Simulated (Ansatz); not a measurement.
With r²SCAN in the plane-wave PAW code Ansatz, BAs in the cubic phase (Pm-3n; B on 6c, As on 6d) relaxes to a = 5.890 Å.

The Kohn–Sham gap is 0.61 eV (indirect). The valence maximum lies at Γ and the conduction minimum on the Γ–X line, 84 % of the way from Γ (6 equivalent valleys). The screened hybrid HSE06 puts the gap at 1.18 eV. Gap from r²SCAN with spin–orbit coupling: 0.55 eV. Electrons at the band edge weigh 0.32, 0.32, 0.60 mₑ (principal values).

The bulk modulus is 106 GPa. The relaxed-ion elastic constants in GPa are C11 = 237, C12 = 40.3, C44 = 71.5. The elastic constants imply a Debye temperature near 563 K. Bader charges are B +0.17, As -0.17 e.

The start of the workflow was typed in or built on a structure type; neither database checked (COD, Materials Project) lists it. It is not the phase usual at ambient conditions (space group No. 216). The r²SCAN relaxation kept the symmetry of its start; whether a distortion lowers the energy is not shown. Spin–orbit coupling is left out wherever it is not named.

Potentials: the later of the program's two PAW sets.
